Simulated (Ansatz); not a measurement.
LiPS3:
```yaml
crystal:
  lattice:
    - [5.61695, 3.53165, 0.00000]
    - [-5.61695, 3.53165, 0.00000]
    - [-3.87721, 0.00000, 5.35536]
  atoms:
    - { symbol: Li, position: [0.24240, 0.24240, 0.00000] }
    - { symbol: Li, position: [0.75760, 0.75760, 0.00000] }
    - { symbol: P, position: [0.15187, 0.84813, 0.57700] }
    - { symbol: P, position: [0.84813, 0.15187, 0.42300] }
    - { symbol: S, position: [0.77947, 0.77947, 0.50000] }
    - { symbol: S, position: [0.22053, 0.22053, 0.50000] }
    - { symbol: S, position: [0.19419, 0.80581, 0.32274] }
    - { symbol: S, position: [0.80581, 0.19419, 0.67726] }
    - { symbol: S, position: [0.31988, 0.68012, 0.93444] }
    - { symbol: S, position: [0.68012, 0.31988, 0.06556] }
```

Relaxed with r²SCAN. Special points in fractions of this cell's reciprocal vectors: Γ (0.000, 0.000, 0.000); C (0.401, 0.401, 0.000); C2 (-0.401, 0.599, 0.000); Y2 (-0.500, 0.500, 0.000); M2 (-0.500, 0.500, 0.500); D (-0.251, 0.749, 0.500); D2 (0.251, 0.251, 0.500); A (0.000, 0.000, 0.500); L2 (0.000, 0.500, 0.500); V2 (0.000, 0.500, 0.000).

Task: List the band energies nearest the valence-band maximum at these points for r²SCAN (plane waves, PAW; program Ansatz).

Result: In eV from the valence-band maximum; about four levels below and three above (degenerate sets whole), none deeper than 8.9 eV; points with the same levels are listed once.

| k | below | above |
|---|---|---|
| Γ | -0.78 -0.58 -0.38 0.00 | 2.49 3.12 3.57 |
| C | -1.05 -1.04 -0.71 -0.13 | 2.85 3.41 3.78 |
| Y2 | -1.20 -1.06 -0.51 -0.20 | 2.86 3.52 3.76 |
| M2 | -0.70 -0.70 -0.67 -0.50 | 2.88 3.24 3.90 |
| D | -1.13 -0.89 -0.65 -0.64 | 2.59 2.98 3.64 |
| A | -0.75 -0.69 -0.68 -0.64 | 2.12 3.06 3.18 |
| L2 | -0.91 -0.68 -0.62 -0.32 | 2.50 3.50 3.55 |
| V2 | -1.05 -0.68 -0.62 -0.44 | 2.37 3.31 3.63 |

Space group C2/m. The workflow started from an entry of the Crystallography Open Database (COD). Whether it is the stable phase at ambient conditions was not checked. The r²SCAN relaxation kept the symmetry of its start; its stability against distortions is not shown here.

Potentials: the later of the program's two PAW sets.
